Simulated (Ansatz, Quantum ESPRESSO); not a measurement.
Given: the input of a run of Quantum ESPRESSO 7.5 on GdO. Atoms were shifted at random by some hundredths of an Å from the given cell, which wasn't relaxed again for these runs. 

The input pw.in:

```
&CONTROL
  calculation = 'scf'
  prefix = 'pwscf'
  outdir = './tmp'
  pseudo_dir = './pseudo'
  tprnfor = .true.
  tstress = .true.
  disk_io = 'nowf'
/
&SYSTEM
  ibrav = 0
  nat = 2
  ntyp = 2
  ecutwfc = 55
  ecutrho = 440
  nbnd = 22
  input_dft = 'pbesol'
  occupations = 'smearing'
  smearing = 'fd'
  degauss = 0.00367493
  nspin = 2
  starting_magnetization(1) = 0.3889
  starting_magnetization(2) = 0
/
&ELECTRONS
  conv_thr = 4d-10
  electron_maxstep = 120
  mixing_beta = 0.3
/
ATOMIC_SPECIES
Gd   157.2500 Gd.paw.z_18.atompaw.wentzcovitch.v1.2.upf
O     15.9990 O.pbe-n-kjpaw_psl.0.1.UPF
CELL_PARAMETERS angstrom
   0.0000000000    2.7000000000    2.7000000000
   2.7000000000    0.0000000000    2.7000000000
   2.7000000000    2.7000000000    0.0000000000
ATOMIC_POSITIONS crystal
Gd    -0.0272530000    0.0146560000    0.0104930000
O      0.7515890000    0.7457130000    0.7674110000
K_POINTS automatic
9 9 9 0 0 0
```

Potentials or basis: SSSP 1.3 efficiency PBE.

Launch:

```sh
$ OMP_NUM_THREADS=1 mpirun -n 2 pw.x -nk 2 -in pw.in > pw.out
```

Problem. What does the same run look like in Ansatz 0.2.0? Potentials or basis there: Ansatz PAW, cutoff 420 eV.

Solution. As run (cutoffs and basis follow the program's own potentials, and thresholds, step limits or extra output files can differ):

Contents of input.yaml:

```yaml
crystal:
  lattice:
    - [0.0, 2.7, 2.7]
    - [2.7, 0.0, 2.7]
    - [2.7, 2.7, 0.0]
  atoms:
    - { symbol: Gd, position: [-0.027253, 0.014656, 0.010493], spin: 7.0 }
    - { symbol: O, position: [0.751589, 0.745713, 0.767411] }
hamiltonian:
  xc: pbesol
  pseudopotentials: { kind: paw }
magnetization:
  spin_polarized: true
kpoints:
  mp_grid: { grid: [9, 9, 9] }
scf:
  occupations: { method: fermi_dirac, width: 0.05 }
output:
  forces: true
  stress: true
  eigenvalues: true
```

Potentials or basis: Ansatz PAW.

Launch:

```sh
$ ansatz run input.yaml --threads 1 --pin off --max-ram 3584MiB --backend cpu --events-out ev --progress --plain --runs-dir out
```

Both were run:

|  | Quantum ESPRESSO | Ansatz |
| --- | --- | --- |
| Pressure | -3.8 GPa | -4.2 GPa |
| Largest force | 0.181 eV/Å | 0.172 eV/Å |
| Net moment | 7.57 μB per cell | 7.53 μB per cell |
| Absolute moment | 7.61 μB per cell | 7.57 μB per cell |
| Energy over the undisturbed cell | 5.1 meV/atom | 4.9 meV/atom |

Ansatz's pressure holds a Pulay term of +0.35 GPa for its cutoff of 420 eV, which the other run lacks.

Quantum ESPRESSO's potentials were made for PBE. Ansatz's potentials were made for PBE.

Where Ansatz's input types no cutoff or centring, it takes its own default and a Γ-centred mesh.

The magnetic state is the one that the start led to; the real crystal's order can differ.

Pressure is positive in compression.
